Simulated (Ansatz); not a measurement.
PbSe (rock salt)

```yaml
crystal:
  lattice:
    - [0.00000, 3.10883, 3.10883]
    - [3.10883, 0.00000, 3.10883]
    - [3.10883, 3.10883, 0.00000]
  atoms:
    - { symbol: Se, position: [0.00000, 0.00000, 0.00000] }
    - { symbol: Pb, position: [0.50000, 0.50000, 0.50000] }
```

The numbers are results of PBE (plane waves to 420 eV, PAW, scalar-relativistic; Ansatz, a quantum-chemistry and plane-wave program), not measurements. DFPT wavenumbers on a 10×10×10 k mesh, in cm⁻¹; i marks imaginary ones, q is in fractions of the reciprocal vectors of the cell shown, and the three acoustic modes at Γ are left out. The non-analytic (LO-TO) term is not included, so polar modes at Γ have their transverse values. The program warned that its band solver left a few bands short of their tolerance. PbSe was relaxed with its symmetry unable to fall. Spin-orbit coupling is left out, though Pb is heavy. The PAW data are Ansatz's earlier set.

Problem. Is the structure dynamically stable at Γ, L = (0.5, 0.0, 0.0), X = (0.5, 0.5, 0.0)?

Solution. No imaginary mode at these points (lowest 29 cm⁻¹ at Γ); other wave vectors were not tested.

Problem. Predict the phonon wavenumbers at Γ, L = (0.5, 0.0, 0.0), X = (0.5, 0.5, 0.0).

Solution. 
```csv
q,wavenumbers (cm⁻¹)
Γ,29 (×3)
"L = (0.5, 0.0, 0.0)","50 (×2), 96, 115 (×2), 137"
"X = (0.5, 0.5, 0.0)","31 (×2), 42, 65 (×2), 78"
```
